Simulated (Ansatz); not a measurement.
Values for one crystal, relaxed and computed with the program Ansatz at the PBE level (PAW); other levels are named.

| Quantity | Value |
|---|---|
| Volume per atom | 14.34 Å³ |
| Electronic character | metallic (no gap) |
| Bulk modulus (Birch–Murnaghan fit) | 265 GPa |
| Density of states at the Fermi level | 1.4 states/eV per atom (mean over ±0.08 eV) |
| Pressure derivative B′ | 5.0 |

**Question.** Which compound is it?
A. Ag, diamond
B. Sn, simple hexagonal
C. Os, diamond
D. Ru, body-centred tetragonal

**Answer.** D, Ru, body-centred tetragonal

Space group I4/mmm (body-centred tetragonal). The start of the workflow was typed in or built on a structure type; neither database checked (COD, Materials Project) lists it. It is not the phase usual at ambient conditions (space group No. 194). The PBE relaxation kept the symmetry of its start; its stability against distortions is not shown here. Spin order of the final state: ferromagnetic, chosen from 2 collinear starts compared on coarse meshes (ties went to the first, and starts can fall back to one state), not a proven ground state. Scalar-relativistic: spin–orbit coupling is off unless named, which matters more the heavier the elements.

Potentials: the earlier of the program's two PAW sets.
